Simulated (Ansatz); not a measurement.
Si:
```cif
data_Si8
_chemical_formula_sum 'Si8'
_space_group_name_H-M_alt 'Fd-3m :1'
_space_group_IT_number 227
_space_group_name_Hall 'F 4d 2 3 -1d'
_cell_length_a 5.44395
_cell_length_b 5.44395
_cell_length_c 5.44395
_cell_angle_alpha 90.000
_cell_angle_beta 90.000
_cell_angle_gamma 90.000
loop_
_atom_site_label
_atom_site_type_symbol
_atom_site_symmetry_multiplicity
_atom_site_Wyckoff_symbol
_atom_site_fract_x
_atom_site_fract_y
_atom_site_fract_z
_atom_site_occupancy
Si1 Si 8 a 0.00000 0.00000 0.00000 1
```
(The calculation used a cell of 2 atoms; values per cell refer to that cell.)

Relaxed with r²SCAN.

Q: Give the optical modes at the zone centre with their infrared and Raman activity from DFPT, r²SCAN in the plane-wave PAW code Ansatz.

A: Transverse frequencies, without the LO–TO term; a row sums one degenerate level.

```
ω (cm⁻¹)  degeneracy  IR ((D/Å)²/amu)  Raman (Å⁴/amu)  activity  symmetry
--------  ----------  ---------------  --------------  --------  --------
518                3             0.00            1500     Raman       T2g
```

Symmetry was held in the r²SCAN relaxation; phonons on a q-mesh show no instability.

Potentials: the earlier of the program's two PAW sets.
